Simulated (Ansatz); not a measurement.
Vibrational response of Bi

These are results of DFT PBEsol, scalar-relativistic, plane waves, PAW (Ansatz), not measurements. Settings: 420 eV plane-wave cutoff, Γ-centred 12×12×12 mesh, Fermi-Dirac smearing of 0.15 eV. No spin polarisation. Phonons by linear response, acoustic sum rule imposed.

Equilibrium structure at this level:
```
CELL_PARAMETERS angstrom
2.26268 1.30636 3.87276
-2.26268 1.30636 3.87276
0.00000 -2.61271 3.87276
ATOMIC_POSITIONS crystal
Bi 0.23744 0.23744 0.23744
Bi 0.76256 0.76256 0.76256
```

In a metal, frequencies and elastic constants depend on the k mesh and the smearing, soft modes and shear constants most. Spin–orbit coupling is left out, which can shift energies with elements as heavy as these.

Q: Is this structure stable against zone-centre distortions?

A: Yes, at Γ: no optical mode is imaginary. Strains and other wave vectors aren't tested by this run.

Q: List the optical modes at Γ (i marks imaginary ones).

A:
```csv
frequency (cm⁻¹),degeneracy
60,2
88,1
```

Cost: 1 run of about 2.5 core-minutes, on Arm Neoverse V2 (shared hosts).